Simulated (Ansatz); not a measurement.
**Zone-centre modes in Al2O3**

Method: DFT LDA, scalar-relativistic, plane waves, PAW (Ansatz 0.2.0). The runs took a 420 eV cutoff, a Γ-centred 8×8×8 mesh and Gaussian smearing (0.05 eV). No spin polarisation.

The starting cell (relaxed at this level; this form isn't the usual structure):

```yaml
crystal:
  lattice:
    - [-2.83811, 0.00000, 0.00000]
    - [0.00000, 4.91575, 0.00000]
    - [1.41905, -2.45787, -9.33995]
  atoms:
    - { symbol: Al, position: [0.42652, 0.42652, 0.85304] }
    - { symbol: Al, position: [0.92652, 0.92652, 0.85304] }
    - { symbol: Al, position: [0.07348, 0.07348, 0.14696] }
    - { symbol: Al, position: [0.57348, 0.57348, 0.14696] }
    - { symbol: O, position: [0.89079, 0.22412, 0.78158] }
    - { symbol: O, position: [0.39079, 0.72412, 0.78158] }
    - { symbol: O, position: [0.50000, 0.16667, 0.00000] }
    - { symbol: O, position: [0.00000, 0.66667, 0.00000] }
    - { symbol: O, position: [0.60921, 0.94254, 0.21842] }
    - { symbol: O, position: [0.10921, 0.44254, 0.21842] }
```

The cell holds layers and no dispersion correction was added, so their binding is poorly described.

Harmonic modes by finite displacements of 0.02 Å, without the LO–TO term. The cell doubles the primitive one, so its zone centre also holds the primitive cell's point q = (0, 1/2, 1/2).

Task: At this geometry, is the structure stable against these modes?

Result: Yes: no mode is imaginary beyond 10 cm⁻¹, and only the three translations lie near zero.

Task: List the wavenumbers in cm⁻¹.

Result: 0, 0, 0, 24, 25, 127, 130, 251, 261, 261, 263, 264, 322, 336, 388, 478, 569, 604, 648, 678, 709, 709, 710, 710, 719, 722, 728, 743, 753, 754.

Cost: 1 run of about 14 core-minutes, on Arm Neoverse V1 (shared hosts).